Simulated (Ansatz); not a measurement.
**Course of a relaxation: GeB2C3**

The guess for GeB2C3 was made by a generator: random cell by space group and Wyckoff sites (Pmmm, No. 47). The dimensions are guesses.

```yaml
crystal:
  lattice:
    - [4.27686, 0.00000, 0.00000]
    - [0.00000, 4.48384, 0.00000]
    - [0.00000, 0.00000, 4.63637]
  atoms:
    - { symbol: Ge, position: [0.50000, 0.00000, 0.00000] }
    - { symbol: B, position: [0.50000, 0.50000, 0.87825] }
    - { symbol: B, position: [0.50000, 0.50000, 0.12175] }
    - { symbol: C, position: [0.50000, 0.50000, 0.32484] }
    - { symbol: C, position: [0.50000, 0.50000, 0.67516] }
    - { symbol: C, position: [0.00000, 0.00000, 0.00000] }
```

Computed with DFT PBE, scalar-relativistic, plane waves, PAW (Ansatz 0.2.0). Cutoff 420 eV, Gaussian smearing, Γ-centred meshes. Cell and atoms relax first on a coarse mesh and then on a finer one. In between, the cell is made exact in the group found at 0.06 Å. In metals the finer mesh still leaves noise of several meV/atom or more. The steps can't lower the symmetry of their start. No spin polarisation.

Steps on the 4×4×4 mesh (6 atoms, 13 steps). The free energy counts from the last step; the plane-wave basis is renewed at times, which shifts energy and pressure.

```tsv
step	ΔF (meV/atom)	V (Å³/atom)	P (GPa)	largest force component (eV/Å)
1	5101.9	14.82	94.61	78.108
2	1468.7	15.33	40.98	17.612
3	621.4	15.89	26.51	3.155
4	326.4	16.44	11.93	6.542
5	97.1	16.49	3.37	2.526
6	33.3	16.12	2.20	0.936
7	27.3	16.44	0.39	0.456
8	27.1	16.56	-0.14	0.183
9	26.9	16.52	-0.02	0.003
10	1.5	16.52	1.39	0.075
11	0.4	16.76	0.28	0.021
12	0.4	16.81	-0.02	0.007
13	0.0	16.81	-0.02	0.007
```

The relaxed structure, after a last relaxation on the converged mesh:

```
Ge B C
1.0
     3.64611    0.00000    0.00000
     0.00000    4.78113    0.00000
     0.00000    0.00000    5.67460
Ge B C
1 2 3
Direct
  0.50000 0.00000 0.00000
  0.50000 0.50000 0.86394
  0.50000 0.50000 0.13606
  0.50000 0.50000 0.38975
  0.50000 0.50000 0.61025
  0.00000 0.00000 0.00000
```

The symmetry stays Pmmm (No. 47). The volume per atom grows by 11.3 %, from 14.8 to 16.5 Å³. The shortest distance goes from 0.94 Å (B–C) to 1.25 Å (C–C). The energy falls by about 5.1 eV/atom (the start's value is from the coarse mesh). Around Ge lie 2 C at 1.82 Å; around B lie 1 C at 1.44 Å and 1 B at 1.54 Å; C on a site of symmetry mm2 has 1 C at 1.25 Å and 1 B at 1.44 Å; 1 more site not described.

| Property | Result |
| --- | --- |
| Volume per atom | 16.49 Å³ |
| Density | 2.19 g/cm³ |
| Formation energy | +1.36 eV/atom |
| Gap on the 10×8×8 mesh of the 6-atom cell | 0 eV (a metal) |

Formation energies are uncorrected and refer to the elements' standard structures at the same level.

The last run used Gaussian smearing of 0.10 eV. The reference form of C is held partly by dispersion forces, which this level lacks. Symmetry constrained the relaxation, so the result can be a saddle point. In all, the 4 runs took 5 min on 1 thread of Arm Neoverse N1, on a shared host. Another cell of GeB2C3 relaxed alike, in P-3m1, lies 69 meV/atom lower, so this cell isn't the stable form at this level.
